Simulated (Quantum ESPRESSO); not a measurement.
NaCoO₂ is taken in the hexagonal space group P6₃/mmc (No. 194), Pearson symbol hP8. Lattice parameters: a = b = 2.8772 Å, c = 10.3899 Å, α = β = 90.00°, γ = 120.00°. O on 4f is coordinated by 3 Co at 1.933 Å and 3 Na at 2.312 Å (octahedral). Na on 2d is coordinated by 6 O at 2.312 Å (trigonal prismatic). Co on 2a is surrounded by 6 O at 1.933 Å (octahedral). (Neighbours: up to the widest gap in distance over summed covalent radii, below 1.35, at either atom; cation-cation contacts left out.)

The geometry is that of Materials Project entry mp-867515, symmetrised and not relaxed again.

### Question
What does PBEsol (Quantum ESPRESSO, PseudoDojo norm-conserving, 96 Ry, no spin-orbit coupling) give for the electronic structure near the Fermi level?

### Answer
The PBEsol gap is 0.69 eV; at least one edge lies off the plotted path, at a point of the SCF mesh. The smallest direct gap is 0.74 eV. The 3d shell has no Hubbard U; the runs are without spin polarisation, and magnetic order was not tried.

The structure is a Materials Project entry; no match was found in the copy of COD used, and its stability was not checked.
